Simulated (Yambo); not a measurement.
```
ZnS
1.0
    0.00000     2.65904     2.65904
    2.65904     0.00000     2.65904
    2.65904     2.65904     0.00000
S Zn
1 1
Direct
  0.75000   0.75000   0.75000
  0.00000   0.00000   0.00000
```

ZnS (zinc blende, space group F-43m, No. 216) under isotropic strain of -0.7 % on all lattice vectors: mean Im ε in 1 eV windows above the direct gap of 3.53 eV, for different electron-hole kernels (Yambo, broadening 0.15 eV, norm-conserving PBEsol (Quantum ESPRESSO, 84 Ry, without SOC) bands; 10×10×10 mesh, 3 valence and 1 conduction bands, static screening with 27 bands and a 4 Ry block, scissor 1.35 eV, Tamm-Dancoff; field along x).

| window (eV) | independent quasiparticles | BSE |
|---|---|---|
| 3.5 to 4.5 | 0.9 | 2.2 |
| 4.5 to 5.5 | 2.3 | 6.6 |
| 5.5 to 6.5 | 5.6 | 6.4 |

This run doesn't resolve bound excitons or single peaks, so only averages are given, and they too depend on the mesh; weight that the attraction moves below the gap isn't listed. All transitions below 7.13 eV are in the band window. The scissor comes from a G0W0 run whose convergence isn't established.

Geometry strained from the cell relaxed with PBEsol, atoms relaxed again.
